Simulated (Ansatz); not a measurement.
Ta (bcc (W type)) was relaxed and computed twice in Ansatz (plane waves, PAW), once with PBEsol and once with r²SCAN.

```tsv
	run 1	run 2
cell	a = b = c = 3.281 Å, α = β = γ = 90.00°	a = b = c = 3.305 Å, α = β = γ = 90.00°
B₀ by P(V) fit (GPa)	210	202
K_Hill (GPa)	207	202
G_Hill (GPa)	67.9	65.6
Θ_D (K)	257	253
```

Problem. Which run used which functional?

Solution. Run 1 is PBEsol, run 2 is r²SCAN.

All cells were relaxed under the symmetry of their starts (and spin orders); stability against distortions was not tested throughout. Named crystals with no word on spin ran without spin polarisation. Spin–orbit coupling is left out wherever it is not named.

Potentials: the earlier of the program's two PAW sets. The files were generated under PBE; for other functionals the program regenerates the frozen cores, and for LDA and PBEsol the local potential too.

Ansatz (a quantum-chemistry and plane-wave program) is a plane-wave DFT program.
